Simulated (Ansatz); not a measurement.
**How much do the gradients of CuHCSO₅ depend on the method?**

Cell: a structure deposited in the COD, ions relaxed with PBE at fixed cell.

```cif
data_CuHCSO5
_symmetry_space_group_name_H-M 'P2_1/c'
_symmetry_Int_Tables_number 14
_cell_length_a 8.5900
_cell_length_b 4.8980
_cell_length_c 12.0274
_cell_angle_alpha 90.000
_cell_angle_beta 95.193
_cell_angle_gamma 90.000
loop_
_atom_site_label
_atom_site_type_symbol
_atom_site_symmetry_multiplicity
_atom_site_Wyckoff_symbol
_atom_site_fract_x
_atom_site_fract_y
_atom_site_fract_z
Cu Cu 4 e 0.2394 0.2457 0.0348
H H 4 e 0.8941 0.1241 0.2932
C C 4 e 0.3995 0.0996 0.1172
S S 4 e 0.8841 0.2455 0.1211
O17 O 4 e 0.0417 0.3741 0.1222
O21 O 4 e 0.8350 0.2639 0.2438
O25 O 4 e 0.7614 0.3976 0.0544
O29 O 4 e 0.5003 0.9897 0.1673
O33 O 4 e 0.8909 0.9544 0.0913
```

One atom of each set is listed.

First run. Level of theory: DFT, PBE, plane waves and PAW, scalar-relativistic, 420 eV cutoff, Γ-centred 3×5×2 k-points, Fermi–Dirac smearing 0.02 eV (Ansatz 0.2.0).

```
site  V_zz (10²¹ V/m²)     η
  Cu             -2.02  0.82
   H              2.62  0.18
   C             -6.76  0.02
   S              3.36  0.38
 O17             14.09  0.29
 O21             14.94  0.90
 O25             14.06  0.08
 O29             -3.57  0.14
 O33             13.78  0.21
```

Second run. The same atoms and settings, except that the functional is r2SCAN and the cutoff is 500 eV.

Q: Given the first result, estimate the second.

A: 

```json
{"site": "Cu", "V_zz": "-3.46", "η": "0.53", "change of V_zz": "-1.44"}
{"site": "H", "V_zz": "2.52", "η": "0.19", "change of V_zz": "-0.10"}
{"site": "C", "V_zz": "-7.24", "η": "0.02", "change of V_zz": "-0.48"}
{"site": "S", "V_zz": "3.63", "η": "0.36", "change of V_zz": "+0.27"}
{"site": "O17", "V_zz": "14.55", "η": "0.27", "change of V_zz": "+0.46"}
{"site": "O21", "V_zz": "15.38", "η": "0.91", "change of V_zz": "+0.44"}
{"site": "O25", "V_zz": "14.46", "η": "0.07", "change of V_zz": "+0.40"}
{"site": "O29", "V_zz": "-3.51", "η": "0.14", "change of V_zz": "+0.06"}
{"site": "O33", "V_zz": "14.20", "η": "0.20", "change of V_zz": "+0.42"}
```

The largest change of V_zz is on Cu, from -2.02 to -3.46. In per cent, |V_zz| changes by +71 on Cu, -4 on H, +7 on C, +8 on S, -2 to +3 on O (all sites that start above 0.5). Where |V_zz| stays above 0.1, η moves most on Cu, from 0.82 to 0.53.

The entry's hydrogen positions were far off; the other atoms hardly move on relaxation.
For the second run: The largest force is 0.9 eV/Å, so the atoms aren't at the calculated equilibrium and relaxing them would move these values.
